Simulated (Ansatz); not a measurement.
Values for one crystal, relaxed and computed with the program Ansatz at the r²SCAN level (PAW); other levels are named.

* **Volume per atom**: 18.65 Å³
* **Electronic character**: metallic (no gap)
* **Mechanical stability**: stable (all eigenvalues of C positive)
* **Density of states at the Fermi level**: 2.0 states/eV per atom (mean over ±0.08 eV)
* **Gap with spin–orbit coupling**: none (metallic)
* **Poisson's ratio**: 0.39
* **Pressure derivative B′**: 4.1

Question: Pick the material that matches.
(A) NbRu, L1₀ or tetragonal B2
(B) Nb3Sn, A15 (Cr3Si type)
(C) NbZn3, Cu3Au type
(D) NbRu3, Cu3Au type

Answer: B, Nb3Sn, A15 (Cr3Si type)

Space group Pm-3n (A15 (Cr3Si type)). The cell was relaxed with r²SCAN under the symmetry of its start. The run is not spin-polarised. Scalar-relativistic: spin–orbit coupling is off unless named, which matters more the heavier the elements.

Potentials: the later of the program's two PAW sets.
